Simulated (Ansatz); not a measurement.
The start is a relaxed TaAs cell with every coordinate shifted by Gaussian noise of σ = 0.2 Å. A full variable-cell relaxation at zero pressure is run with PBE (plane waves to 420 eV, PAW, scalar-relativistic; Ansatz, a first-principles code). The first steps use a coarse 7×7×9 k-mesh.

Input geometry:
```yaml
crystal:
  lattice:
    - [-1.73153, 1.73153, 5.86650]
    - [1.73153, -1.73153, 5.86650]
    - [1.73153, 1.73153, -5.86650]
  atoms:
    - { symbol: Ta, position: [0.08200, 0.95240, 0.05523] }
    - { symbol: Ta, position: [0.62757, 0.25158, 0.42036] }
    - { symbol: As, position: [0.41145, 0.39372, 0.99535] }
    - { symbol: As, position: [0.18355, 0.71752, 0.55706] }
```

### Question
Which atoms feel the largest initial force, and how large is it?

### Answer
About 8.2 eV/Å, on Ta2 (atoms numbered as listed).

### Question
How much energy is released per atom?

### Answer
0.68 eV/atom.

### Question
Does it find its way back to the structure it was made from?

### Answer
It relaxes back to the parent, I4₁md (No. 109).

### Question
How do the shortest distances between atoms change?

### Answer
The closest pairs of elements (up to four, under 3.6 Å), start → end: As–Ta 2.23 → 2.62 Å; Ta–Ta 3.01 → 3.41 Å; As–As 3.13 → 3.41 Å.

### Question
Is the relaxed structure metallic? Give its gap.

### Answer
No gap on the sampled points, where the bands overlap only slightly; such a result is sensitive to mesh and level.

Relaxed structure:

```cif
data_As4Ta4
_chemical_formula_sum 'Ta4 As4'
_space_group_name_H-M_alt 'I41md'
_space_group_IT_number 109
_space_group_name_Hall 'I 4bw -2'
_cell_length_a 3.46331
_cell_length_b 3.46331
_cell_length_c 11.73103
_cell_angle_alpha 90.000
_cell_angle_beta 90.000
_cell_angle_gamma 90.000
loop_
_atom_site_label
_atom_site_type_symbol
_atom_site_symmetry_multiplicity
_atom_site_Wyckoff_symbol
_atom_site_fract_x
_atom_site_fract_y
_atom_site_fract_z
_atom_site_occupancy
Ta1 Ta 4 a 0.00000 0.00000 0.25510 1
As1 As 4 a 0.00000 0.00000 0.83732 1
```
(The calculation used a cell of 4 atoms; values per cell refer to that cell.)

Final values are on a 19×19×19 k-mesh of the relaxed cell. No spin polarisation in the result.
